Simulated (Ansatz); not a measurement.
Sb2Au:
```xyz
3
Lattice="0.0000 3.4185 3.4185 3.4185 0.0000 3.4185 3.4185 3.4185 0.0000" Properties=species:S:1:pos:R:3 pbc="T T T"
Au     0.0000     0.0000     0.0000
Sb     1.7093     1.7093     1.7093
Sb     5.1278     5.1278     5.1278
```

This is the r²SCAN-relaxed structure.

Q: All from the program Ansatz at the r²SCAN level (PAW), unless another level is named. Give the electronic character.

A: metallic (no gap).

Q: Predict the formation energy from the elements (no fitted shifts).

A: 0.16 eV/atom.

Q: Next, the density of states at the Fermi level?

A: 0.31 states/eV per atom (mean over ±0.08 eV).

Q: Next, the gap with spin–orbit coupling?

A: none (metallic).

Space group Fm-3m (fluorite or antifluorite type). The workflow started from an entry of the Crystallography Open Database (COD), which files this formula under 2 space groups. Its standing as an ambient phase is unchecked. Symmetry was held in the r²SCAN relaxation; its stability against distortions is not shown here. Its formation energy is positive at this level, so the cell may be metastable or incomplete. The references are the lowest solids computed at this level, not always the standard phases. Spin–orbit coupling is left out wherever it is not named.

Potentials: the later of the program's two PAW sets.
